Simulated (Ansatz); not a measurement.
This YAl2N3 structure is the end of a relaxation. The cell was found from a structure generator's guess, not taken from experiment.

The calculation used DFT PBE, scalar-relativistic, plane waves, PAW in Ansatz 0.2.0. Cutoff 420 eV, Γ-centred mesh, Gaussian smearing, no spin polarisation.

```
Y Al N
1.0
     5.18583    0.00000    0.00000
    -2.59291    4.49106    0.00000
     0.00000    0.00000    2.82060
Y Al N
1 2 3
Direct
  0.00000 0.00000 0.00000
  0.33333 0.66667 0.50000
  0.66667 0.33333 0.50000
  0.50000 0.00000 0.00000
  0.00000 0.50000 0.00000
  0.50000 0.50000 0.00000
```

Formation energies are uncorrected and refer to the elements' standard structures at the same level (N₂ as a molecule).

Problem. Find its symmetry and describe it.

Solution. P6/mmm (No. 191). Conventional cell: a = 5.186 Å, c = 2.821 Å. Y has 6 N at 2.59 Å, 2 Y at 2.82 Å and 12 Al at 3.31 Å; Al has 6 N at 2.06 Å, 2 Al at 2.82 Å, 3 Al at 2.99 Å and 6 Y at 3.31 Å; N is surrounded by 4 Al at 2.06 Å, 4 N at 2.59 Å and 2 Y at 2.59 Å.

Problem. How far does it lie from the elements in energy?

Solution. −0.43 eV/atom.

Problem. Is it a metal?

Solution. Yes, bands cross the Fermi level on the 12×12×14 mesh.

The last run used a 12×12×14 mesh (in the run's order of axes) for its 6-atom cell and Gaussian smearing of 0.10 eV. A structure relaxed within its symmetry needn't be a true minimum. Another cell of YAl2N3 relaxed alike, in Cmc2_1 (a Materials Project cell), lies 0.95 eV/atom lower, so this cell isn't the stable form at this level.
